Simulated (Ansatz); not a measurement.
# Pressure against volume: Os

Space group P6_3/mmc (No. 194). a = 2.753 Å, b = 2.753 Å, c = 4.348 Å, α = 90.00°, β = 90.00°, γ = 120.00°
```json
{"atom": "Os", "site": "2c", "symmetry": "-6m2", "x": "0.3333", "y": "0.6667", "z": "0.2500"}
```

The runs use the primitive cell with vectors (2.753, 0.000, 0.000), (-1.377, 2.384, 0.000), (0.000, 0.000, 4.348) Å, to which the k mesh refers.

The structure comes from a relaxation in the same program, started in the hcp type, and has space group P6_3/mmc. Whether it is a known phase or the ground state wasn't checked.

No spin–orbit coupling, which matters for the heavy atoms here.

All numbers are computed: DFT, PBE, all-electron LAPW, scalar-relativistic (Ansatz 0.2.0); DFT, PBE, PAW with Ansatz's default frozen-core files, scalar-relativistic (Ansatz 0.2.0).

For LAPW: a Γ-centred 16×16×9 k mesh, Fermi–Dirac smearing of 0.03 eV, basis error target 0.25 meV/atom, no spin polarisation. PAW takes a cutoff of 420 eV at this cell. The Ansatz runs share mesh, smearing and spin set-up. Plane-wave (PAW) pressures include the program's estimate of the Pulay term.

The cell above is scaled evenly, with fractional coordinates and shape held.

| V/V(cell) | V (Å³/atom) | P, LAPW (GPa) | P, PAW (GPa) | free energy over the lowest listed, PAW (meV/atom) |
| --- | --- | --- | --- | --- |
| 0.9500 | 13.558 | 23.04 | 23.09 | 48.9 |
| 0.9750 | 13.915 | 10.69 | 10.71 | 11.6 |
| 1.0000 | 14.272 | 0.00 | 0.00 | 0.0 |
| 1.0250 | 14.629 | -9.25 | -9.26 | 10.6 |
| 1.0500 | 14.985 | -17.24 | -17.27 | 40.3 |

What do Birch–Murnaghan fits to the pressures give?

LAPW: V0 = 14.27 Å³/atom, B0 = 397 GPa, B0′ = 4.8; PAW: V0 = 14.27 Å³/atom, B0 = 398 GPa, B0′ = 4.8.

PAW's V0 lies 0.00 % from the all-electron value and its B0 0.2 %. With shape and internal coordinates held, B0 is an upper bound to the relaxed modulus.
